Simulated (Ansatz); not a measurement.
BN (zinc blende, F-43m), a = b = c = 3.6057 Å, α = β = γ = 90.00°; the cell used has 2 atoms.

Relaxed with PBEsol. Independent-particle spectrum: no excitons, no local fields, no scissors shift; 0.1 eV broadening; ε₁ of the summed bands alone.

Q: Tabulate the dielectric function from PBEsol in the plane-wave PAW code Ansatz.

A: 

| E (eV) | ε₁ xx | ε₂ xx |
|---|---|---|
| 0.0 | 4.62 | 0.00 |
| 0.3 | 4.62 | 0.00 |
| 0.6 | 4.63 | 0.00 |
| 0.9 | 4.64 | 0.00 |
| 1.2 | 4.66 | 0.00 |
| 1.5 | 4.68 | 0.00 |
| 1.8 | 4.70 | 0.00 |
| 2.1 | 4.73 | 0.00 |
| 2.4 | 4.77 | 0.00 |
| 2.7 | 4.81 | 0.00 |
| 3.0 | 4.86 | 0.00 |
| 3.3 | 4.91 | 0.00 |
| 3.6 | 4.97 | 0.00 |
| 3.9 | 5.04 | 0.00 |
| 4.2 | 5.12 | 0.00 |
| 4.5 | 5.21 | 0.00 |
| 4.8 | 5.30 | 0.00 |
| 5.1 | 5.41 | 0.00 |
| 5.4 | 5.54 | 0.00 |
| 5.7 | 5.68 | 0.00 |
| 6.0 | 5.84 | 0.00 |
| 6.3 | 6.02 | 0.00 |
| 6.6 | 6.24 | 0.00 |
| 6.9 | 6.48 | 0.00 |
| 7.2 | 6.78 | 0.00 |
| 7.5 | 7.13 | 0.00 |
| 7.8 | 7.57 | 0.00 |
| 8.1 | 8.14 | 0.00 |
| 8.4 | 8.94 | 0.00 |
| 8.7 | 10.43 | 0.07 |
| 9.0 | 11.65 | 1.92 |
| 9.3 | 12.70 | 3.37 |
| 9.6 | 12.85 | 5.95 |
| 9.9 | 10.67 | 8.19 |
| 10.2 | 9.80 | 8.13 |
| 10.5 | 9.58 | 8.66 |
| 10.8 | 9.43 | 9.55 |
| 11.1 | 9.21 | 10.97 |
| 11.4 | 8.47 | 12.88 |
| 11.7 | 7.05 | 15.23 |
| 12.0 | 2.21 | 17.83 |

Q: From ε at 10.3 eV (xx: 9.69 + 8.25i), find n, k, the normal reflectivity and the absorption coefficient.

A: n = 3.35, k = 1.232, R = 34 %, α = 2kE/ħc = 1300000 cm⁻¹.

With all bands, ε∞ without local fields is 4.77. DFPT, with local fields, gives 4.63.

Symmetry was held in the PBEsol relaxation.

Potentials: the later of the program's two PAW sets.
